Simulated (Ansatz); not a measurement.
**TiSi₂ under strain — electric field gradients**

The cell is an entry of the Crystallography Open Database (COD), relaxed with PBE at fixed cell and then changed (z compressed by 1 %, ions relaxed).

```
Ti Si
1.0
     0.00000    4.11800    4.21889
     2.38650    0.00000    4.21889
     2.38650    4.11800    0.00000
Ti Si
2 4
Cartesian
  3.5797 6.1770 6.3283
  2.3865 4.1180 4.2189
  1.1932 0.7137 2.1094
  1.1932 3.4043 2.1094
  2.3865 1.3453 4.2189
  2.3865 6.8907 4.2189
```

Atom numbers follow the list; atoms alike are taken as one site, whose name carries the number of the first.

Level of theory: DFT, PBE, plane waves and PAW, scalar-relativistic, 420 eV cutoff, Γ-centred 13×13×13 k-points, Fermi–Dirac smearing 0.05 eV (Ansatz 0.2.0).

V_zz is the principal component of the electric field gradient with the largest magnitude, η = (V_xx − V_yy)/V_zz and C_Q = eQV_zz/h.

⁴⁷Ti: I = 5/2, Q = 302.0 mb. Nuclear quadrupole moments: year-2017 set (Pyykkö).

Q: What field gradients does the calculation give at each kind of site?

A: 

```tsv
site	atoms (order as listed)	first shell	V_zz (10²¹ V/m²)	η	C_Q (MHz)
Ti	1, 2	10 Si at 2.53–2.77 Å, 4 Ti at 3.18 Å	1.68	0.56	12.3
Si	3, 4, 5, 6	2 Si at 2.50 Å, 5 Ti at 2.53–2.77 Å; also 3 Si at 2.69–2.78 Å	-3.51	0.11	–
```

Si has no stable isotope with a ground-state quadrupole moment in the table, so no C_Q is given.

With no gap above 0.1 eV, as in a metal, the gradients converge slowly in k; expect changes of a tenth or more on a denser mesh.
